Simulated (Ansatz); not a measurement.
Fields on a plane of ZrO2 (polar-ZrO2 type, space group Pca2_1)

```
ZrO2
1.0
    5.32380     0.00000     0.00000
    0.00000     5.09807     0.00000
    0.00000     0.00000     5.12809
Zr O
4 8
Direct
  0.03061   0.26578   0.24988
  0.96939   0.73422   0.74988
  0.53061   0.73422   0.24988
  0.46939   0.26578   0.74988
  0.36449   0.06507   0.10466
  0.63551   0.93493   0.60466
  0.86449   0.93493   0.10466
  0.13551   0.06507   0.60466
  0.22603   0.53462   0.00146
  0.77397   0.46538   0.50146
  0.72603   0.46538   0.00146
  0.27397   0.53462   0.50146
```

The slice is a (001) plane (indices of the conventional cell) through the point (0.469, 0.266, 0.750) (fractional), spanned by u = [010] and v = [100] in vectors of this cell: u (5.10 Å) and v (5.32 Å, at 90° to u). It covers one period; positions are fractions (u, v).

Atoms on it: Zr at (0.47, 0.50); Zr at (0.00, 0.00). Other atoms lie within 1 Å of the plane.

The numbers are results of PBE (plane waves to 420 eV, PAW, scalar-relativistic; Ansatz, a program for electronic structure), not measurements. k mesh 5×5×5. These are valence fields of a PAW run, semicore shells included where kept as valence: close to a nucleus they are smooth pseudo fields. ZrO2 is run without spin polarisation. ZrO2 was relaxed with its symmetry unable to fall.

```
|xx%@@=.         ....  -%@%x|
|x%@@#:                :#@@%|
|@@@%=.                .=%@@|
|@%#=.               .  .=#%|
|=-:.             ..:--:..:-|
|                 :-+**+=:..|
|                 :+##%%#*-.|
|.                :+#%@@%%*-|
|:         .-=+=:..=#@@@@%#+|
|:        :+%@@%*-.-#%@@@%#+|
|:       :*@@@@@@*::+%@@@%#+|
|.      .=%@@xx@@%=.-*%%%#*-|
|       .*@@xxxx@@*:.=*#**=:|
|       :#@@xxxx%@#:.:-==-: |
|       .*@@xxxx@@#:  ....  |
|       .=%@@xx@@@+.        |
|        :*%@@@@@#:         |
|         :+#%@%*-. ..      |
|          .-==-:..:--:.    |
|             ...-=**+=-.   |
|              :=*#%%#*=.   |
|             .=#%@@%%#=.   |
|+=:.         -*%@@@@%#-..-=|
|@%#=.       .-*%@@@@%+:.=#@|
|@@@%=.       -+#%@@@#=:-#@@|
|x%@@#-       :=*#%%%+::*@@%|
|xx%@@+       .-+*##+-.-%@%x|
|xxx@@+.       .:-==-..-%@xx|
```
Scale: ten equal steps from 0.02 (start of ' ') to 0.83 (end of '@'), in the order ' .:-=+*#%@'. Values: electron localisation function (ELF). The map has 27 points along u (one character each, u = 0 at the left) and 28 along v (v = 0 in the bottom row). Points within 0.4 Å of a nucleus are blanked (x), as the pseudised field means little there.

```
|999986421100000112223457999|
|999875322110000001122357899|
|998764332211000000112346789|
|877654333221000001122345677|
|655443333322100011233444556|
|433333333322111112334455444|
|322223333332222223345555543|
|222222333333333333456666543|
|221122233445665544556666543|
|211112234567887655556666543|
|210011235689999876556665543|
|100001246799999986555555432|
|100001246899999987544444321|
|000001246899999997543333211|
|000012346899999987533221100|
|000112346799999986432111000|
|001122345689999875432110000|
|011223334567887754332210000|
|112233333445565554433221000|
|122333333333444455544322111|
|223333333222234455555432222|
|333333332222234556665543333|
|655443322111234566666544455|
|877643321111123556666555677|
|998764321100123456665556789|
|999875321000112345555567899|
|999975321000012334444567999|
|999986421000001223333468999|
```
Scale: ten equal steps from -1.48 (start of '0') to 0.62 (end of '9'), in the order '0123456789'. Values: log₁₀ of the valence density in e/Å³. The map has 27 points along u (one character each, u = 0 at the left) and 28 along v (v = 0 in the bottom row). The scale is logarithmic, as a density can span decades between atoms and voids.
